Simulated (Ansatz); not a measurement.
**What DFT gives for Y$_{2}$Sb$_{3}$Ir**

```yaml
crystal:
  lattice:
    - [6.02486, 0.00000, 0.00000]
    - [-3.01243, 5.21768, 0.00000]
    - [0.00000, 0.00000, 9.22121]
  atoms:
    - { symbol: Ir, position: [0.00000, 0.00000, 0.00000] }
    - { symbol: Ir, position: [0.00000, 0.00000, 0.50000] }
    - { symbol: Y, position: [0.66667, 0.33333, 0.55235] }
    - { symbol: Y, position: [0.33333, 0.66667, 0.05235] }
    - { symbol: Y, position: [0.66667, 0.33333, 0.94765] }
    - { symbol: Y, position: [0.33333, 0.66667, 0.44765] }
    - { symbol: Sb, position: [0.31780, 0.15890, 0.25000] }
    - { symbol: Sb, position: [0.15890, 0.31780, 0.75000] }
    - { symbol: Sb, position: [0.84110, 0.15890, 0.25000] }
    - { symbol: Sb, position: [0.68220, 0.84110, 0.75000] }
    - { symbol: Sb, position: [0.84110, 0.68220, 0.25000] }
    - { symbol: Sb, position: [0.15890, 0.84110, 0.75000] }
```

Level: r2SCAN, no spin polarisation; 500 eV; 7×7×4 Γ-centred mesh; fermi-dirac occupations (width 0.105 eV); Ansatz 0.2.0, fixed geometry.

Q: Metal or insulator?

A: It is a metal, with about 11 states/eV a cell as the mean within 0.25 eV of the Fermi level, mostly Y d (51 %), Sb p (17 %) and Ir d (15 %).

Q: What does the stress say?

A: The pressure is 0.0 GPa (compression positive), so with the atoms held at these fractions the cell is close to zero pressure; the forces are large, so a full relaxation may end otherwise. The principal stresses -6.9, 3.5, 3.5 GPa differ, so its shape would change too.

Q: What do density and ELF say about some of the short contacts?

A: Ir–Sb at 2.84 Å: least valence density 0.15 e/Å³ and ELF 0.36 there. Sb–Sb at 2.87 Å: least valence density 0.31 e/Å³ and ELF 0.40 there. Y–Sb at 3.33 Å: least valence density 0.14 e/Å³ and ELF 0.14 there. Both are smooth PAW fields, read partly inside the augmentation spheres.

Q: Give the Bader charges.

A: Bader charges in e: Y +1.42, Sb -0.52, Ir -1.30. In the mean Y gives up most and Ir takes most.

Q: Which atom feels the largest force, and which way?

A: The largest is on Sb7 (and as large on other atoms): 1.35 eV/Å, components (1.17, 0.68, 0.00). It makes 126° with the line to a nearest neighbour, Ir1 at 2.84 Å.

Origin: a known structure type with other elements, at an estimated volume, so it need not be a known compound.
